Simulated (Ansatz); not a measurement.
Ge:
```
Ge
1.0
    4.94438     2.85464     1.96958
   -4.94438     2.85464     1.96958
    0.00000    -5.70928     1.96958
Ge
8
Direct
  0.71280   0.71280   0.71280
  0.28720   0.28720   0.28720
  0.02108   0.71716   0.52332
  0.97892   0.28284   0.47668
  0.52332   0.02108   0.71716
  0.47668   0.97892   0.28284
  0.71716   0.52332   0.02108
  0.28284   0.47668   0.97892
```

Relaxed with r²SCAN. Special points in fractions of this cell's reciprocal vectors: Γ (0.000, 0.000, 0.000); L (0.500, 0.000, 0.000); T (0.500, -0.500, 0.500); P0 (0.246, -0.754, 0.246); P2 (0.246, 0.246, 0.246); F (0.500, -0.500, 0.000).

Q: List the band energies nearest the Fermi level at these points for DFT-r²SCAN with spin–orbit coupling in the program Ansatz with PAW potentials.

A: In eV from the Fermi level; about four levels below and three above (degenerate sets whole), none deeper than 8.9 eV; points with the same levels are listed once.

```json
[
 {"k": "Γ", "below": "-1.34 -1.34 -0.86 -0.86", "above": "1.75 1.75 2.10 2.10"},
 {"k": "L", "below": "-0.93 -0.93 -0.02 -0.02", "above": "1.68 1.68 1.75 1.75"},
 {"k": "T", "below": "-2.54 -2.54 -2.21 -2.21", "above": "0.18 0.18 0.32 0.32"},
 {"k": "P0", "below": "-2.23 -2.23 -2.00 -2.00", "above": "1.73 1.73 2.23 2.23"},
 {"k": "F", "below": "-1.62 -1.62 -1.14 -1.14", "above": "0.74 0.74 0.99 0.99"}
]
```

Space group R-3. The first step of the workflow began from a Materials Project structure, measured or hypothetical; the Crystallography Open Database copy checked does not list it. It is not the phase usual at ambient conditions (space group No. 227). The cell was relaxed with r²SCAN under the symmetry of its start; of distortions, only those at the zone centre were tested.

Potentials: the earlier of the program's two PAW sets.
